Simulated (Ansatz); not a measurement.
Below is a relaxed structure of GeBr. The cell was found from a structure generator's guess, not taken from experiment.

Computed with DFT PBE, scalar-relativistic, plane waves, PAW in Ansatz. Cutoff 420 eV, Γ-centred mesh, Gaussian smearing, no spin polarisation.

```
Ge Br
1.0
     4.82680    0.00000    0.00000
    -2.41340    4.18013    0.00000
     0.00000    0.00000    5.56466
Ge Br
2 2
Direct
  0.00000 0.00000 0.00000
  0.00000 0.00000 0.50000
  0.33333 0.66667 0.75000
  0.66667 0.33333 0.25000
```

Formation energies are uncorrected and refer to the elements' standard structures at the same level. The references include crystalline Br.

Task: What space group does it have?

Result: P6_3/mmc (No. 194), the nickel arsenide type. Conventional cell: a = 4.827 Å, c = 5.565 Å. Ge has 2 Ge at 2.78 Å and 6 Br at 3.11 Å; Br is surrounded by 6 Ge at 3.11 Å.

Task: How far does it lie from the elements in energy?

Result: +0.04 eV/atom. It can't be a ground state, since the elements alone are lower.

Task: Is it a metal?

Result: Yes, bands cross the Fermi level on the 12×12×8 mesh.

Task: From what recipe could a structure generator have reached it?

Result: One such recipe: close-packed anion layers stacked AB, next cell at A, with sites between them filled layer by layer (P6_3/mmc, No. 194). Other recipes can lead to the same cell.

The last run used a 12×12×8 mesh (in the run's order of axes) for its 4-atom cell and Gaussian smearing of 0.10 eV. The reference form of Br is held partly by dispersion forces, which this level lacks. A structure relaxed within its symmetry needn't be a true minimum.
